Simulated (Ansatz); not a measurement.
Here is the system:

ZrC:
```cif
data_CZr
_chemical_formula_sum 'C1 Zr1'
_space_group_name_H-M_alt 'P 1'
_space_group_IT_number 1
_cell_length_a 3.32938
_cell_length_b 3.32938
_cell_length_c 3.32938
_cell_angle_alpha 60.000
_cell_angle_beta 60.000
_cell_angle_gamma 60.000
loop_
_space_group_symop_operation_xyz
  'x, y, z'
loop_
_atom_site_label
_atom_site_type_symbol
_atom_site_fract_x
_atom_site_fract_y
_atom_site_fract_z
_atom_site_occupancy
C1 C 0.00000 0.00000 0.00000 1
Zr1 Zr 0.50000 0.50000 0.50000 1
```

This is the PBE-relaxed structure.

All from the program Ansatz at the PBE level (PAW), unless another level is named. Give the electronic character.

metallic (no gap).

Predict the density of states at the Fermi level.

0.13 states/eV per atom (mean over ±0.08 eV).

Predict the formation energy from the elements (no fitted shifts).

-0.86 eV/atom.

Space group Fm-3m (rock salt). The PBE relaxation kept the symmetry of its start. No spin polarisation was allowed. The references are the lowest solids computed at this level, not always the standard phases. Scalar-relativistic: spin–orbit coupling is off unless named, which matters more the heavier the elements.

Potentials: the later of the program's two PAW sets.
